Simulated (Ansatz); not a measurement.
The start is a randomly generated symmetric cell of Al2Cu (space group No. 118). A full variable-cell relaxation at zero pressure is run with PBE (plane waves to 420 eV, PAW, scalar-relativistic; Ansatz, a program for electronic structure). The first steps use a coarse 8×8×5 k-mesh.

Initial structure:
```yaml
crystal:
  lattice:
    - [3.97307, 0.00000, 0.00000]
    - [0.00000, 3.97307, 0.00000]
    - [0.00000, 0.00000, 6.32758]
  atoms:
    - { symbol: Al, position: [0.76321, 0.26321, 0.25000] }
    - { symbol: Al, position: [0.23679, 0.73679, 0.25000] }
    - { symbol: Al, position: [0.26321, 0.23679, 0.75000] }
    - { symbol: Al, position: [0.73679, 0.76321, 0.75000] }
    - { symbol: Cu, position: [0.00000, 0.00000, 0.50000] }
    - { symbol: Cu, position: [0.50000, 0.50000, 0.00000] }
```

What symmetry does the relaxed structure have?

The space group goes from P-4n2 (No. 118) to P4₂/nnm (No. 134), with 6 atoms in the primitive cell.

How does the volume change?

+20.3 %, from 16.65 to 20.03 Å³/atom.

How do the shortest distances between atoms change?

The closest pairs of elements (up to four, under 3.6 Å), start → end: Al–Cu 2.12 → 2.40 Å; Al–Al 2.66 → 2.77 Å.

What band gap does the relaxed structure have at this level?

Zero (metallic).

Write out the relaxed structure.


Space group P4₂/nnm, origin choice 1 (No. 134); a = 3.9163 Å, b = 3.9163 Å, c = 7.8371 Å, α = 90.00°, β = 90.00°, γ = 90.00°

```csv
atom,site,symmetry,x,y,z
Al,4f,..2/m,0.7500,0.7500,0.7500
Cu,2b,-42m,0.0000,0.0000,0.5000
```

Final values are on a 12×12×6 k-mesh of the relaxed cell. No spin polarisation in the result.

The run could not lose the symmetry of its start, so the end can be a saddle point.

The relaxed structure here is a generated cell of Al2Cu: the first start was made by a random draw of sites in a space group, and the end was not matched to a known phase here, so it may be hypothetical. Known forms of Al2Cu include space group No. 140.
